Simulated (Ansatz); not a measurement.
RbIn (NaTl type), DFT, PBE, PAW with Ansatz's default frozen-core files, scalar-relativistic (Ansatz 0.2.0), on 1 thread of AMD EPYC 9R45 (Zen 5) (shared host).

Command: `ansatz run input.yaml --threads 1 --pin off --max-ram 3072MiB --backend cpu --events-out ev --progress --plain --runs-dir out`

```yaml
crystal:
  lattice:
    - [0.0, 4.2184947032, 4.2184947032]
    - [4.2184947032, 0.0, 4.2184947032]
    - [4.2184947032, 4.2184947032, 0.0]
  atoms:
    - { symbol: Rb, position: [0.125, 0.125, 0.125] }
    - { symbol: Rb, position: [-0.125, -0.125, -0.125] }
    - { symbol: In, position: [0.375, 0.375, 0.375] }
    - { symbol: In, position: [-0.375, -0.375, -0.375] }
kpoints:
  mp_grid: { grid: [7, 7, 7] }
scf:
  occupations: { method: fermi_dirac, width: 0.05 }
hamiltonian:
  xc: pbe
  pseudopotentials: { kind: paw }
output:
  forces: true
  stress: true
  eigenvalues: true
  populations: true
  bader: true
  dos: { projected: true, de: 0.2, e_range: [-14, 8] }
  write_density: true
  write_potential: true
  elf: true
  volumetric_format: npy
```

**Question.** How large is the problem that the program sets up?

**Answer.** 20 irreducible k-points, 2891 plane waves at Γ, 27 bands.

**Question.** About how long does it take?

**Answer.** 16 s of wall time for 7 SCF iterations. Times on shared machines scatter by tens of per cent.
